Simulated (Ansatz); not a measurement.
Here is the system:

Ge:
```cif
data_Ge16
_chemical_formula_sum 'Ge16'
_space_group_name_H-M_alt 'Fmmm'
_space_group_IT_number 69
_space_group_name_Hall '-F 2 2'
_cell_length_a 5.18670
_cell_length_b 5.70387
_cell_length_c 9.95088
_cell_angle_alpha 90.000
_cell_angle_beta 90.000
_cell_angle_gamma 90.000
loop_
_atom_site_label
_atom_site_type_symbol
_atom_site_symmetry_multiplicity
_atom_site_Wyckoff_symbol
_atom_site_fract_x
_atom_site_fract_y
_atom_site_fract_z
_atom_site_occupancy
Ge1 Ge 8 i 0.00000 0.00000 0.22173 1
Ge2 Ge 8 h 0.00000 0.27329 0.00000 1
```
(The calculation used a cell of 4 atoms; values per cell refer to that cell.)

This is the PBEsol-relaxed structure.

All from the program Ansatz at the PBEsol level (PAW), unless another level is named. Predict the electronic character.

metallic (no gap).

Predict the density of states at the Fermi level.

0.35 states/eV per atom (mean over ±0.08 eV).

Next, the gap with spin–orbit coupling?

none (metallic).

The workflow started from a Materials Project entry (that database holds measured and hypothetical structures alike); the Crystallography Open Database copy checked does not list it. It is not the phase usual at ambient conditions (space group No. 227). The cell was relaxed with PBEsol under the symmetry of its start; phonons show weakly imaginary modes. Scalar-relativistic: spin–orbit coupling is off unless named, which matters more the heavier the elements.

Potentials: the later of the program's two PAW sets.
